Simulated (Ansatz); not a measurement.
Be (hcp, Mg type): frozen-phonon scan

Starting cell, Be (hcp, Mg type):

```xyz
4
Lattice="4.5294 0.0000 0.0000 -1.1324 1.9613 0.0000 0.0000 0.0000 3.5612" Properties=species:S:1:pos:R:3 pbc="T T T"
Be     0.0000     1.3075     2.6709
Be     2.2647     1.3075     2.6709
Be     1.1324     0.6538     0.8903
Be     3.3971     0.6538     0.8903
```

The atoms are displaced by Q × the pattern below (from a DFPT mode at M = (0.5, 0.0, 0.0), largest move 1; Q in Å), at fixed cell. (q is in reciprocal vectors of the primitive cell; the cell shown is doubled to hold the pattern.)

| atom | x | y | z |
|---|---|---|---|
| Be1 | 0.500 | -0.866 | 0.000 |
| Be2 | -0.500 | 0.866 | 0.000 |
| Be3 | 0.500 | -0.866 | 0.000 |
| Be4 | -0.500 | 0.866 | 0.000 |

Method: PBE (plane waves to 420 eV, PAW, scalar-relativistic; Ansatz, a program for electronic structure). k mesh 23×23×13 (Γ-centred), Fermi-Dirac smearing 0.05 eV. Energies are smeared free energies. Compression counts positive. With partly filled bands, energies and forces of such displacements shift with the k mesh and the smearing. Be was relaxed with its symmetry unable to fall. The zero of ΔE is the undisplaced structure.

```tsv
Q (Å)	ΔE (meV/cell)	P (GPa)	−dE/dQ from forces (eV/Å)
-0.100	106	0.5	2.091
-0.083	74	0.4	1.762
-0.067	48	0.2	1.422
-0.050	27	0.1	1.074
-0.033	12	0.0	0.719
-0.017	3	0.0	0.361
0.000	0	0.0	0.000
0.017	3	0.0	-0.361
0.033	12	0.0	-0.719
0.050	27	0.1	-1.074
0.067	48	0.2	-1.422
0.083	74	0.4	-1.762
0.100	106	0.5	-2.091
```

Summary:

The energy at Q = 0.100 Å is 106 meV/cell. Space group of the distorted cell: Pnma (No. 62), lowered from P6_3/mmc. Symmetry of the curve: even: the same for both signs. Shape of the curve: a single well with its minimum at or next to zero displacement. Harmonic wavenumber from the curvature (finite differences): 404 cm⁻¹. Wavenumber by perturbation theory (DFPT, on another k mesh): 403 cm⁻¹.

(For displaced atoms, the force is minus the slope of the energy, and its curvature is a force constant, which sets phonon frequencies.)
